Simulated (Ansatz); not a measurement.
Values for one crystal, relaxed and computed with PBEsol in the plane-wave PAW code Ansatz; other levels are named.

* **Volume per atom**: 20.23 Å³
* **Band gap**: 1.78 eV (indirect)
* **Hole effective mass, band 1 of 3 at the edge**: 0.78 along [100], 2.1 along [111] (mₑ)
* **Electron effective mass**: 0.23, 0.23, 0.49 mₑ (principal values)
* **HSE06 gap on the PBEsol cell**: 2.68 eV
* **Pressure derivative B′**: 4.1
* **Bulk modulus (Birch–Murnaghan fit)**: 647 kbar

**Question.** Pick the material that matches.
(A) BN, rock salt
(B) MgSe, rock salt
(C) MnSe, I-4m2 (Mn on 2a, Se on 2c)
(D) TeO2, fluorite

**Answer.** B, MgSe, rock salt

Space group Fm-3m (rock salt). The PBEsol relaxation kept the symmetry of its start. Spin–orbit coupling is left out wherever it is not named.

Potentials: the later of the program's two PAW sets.
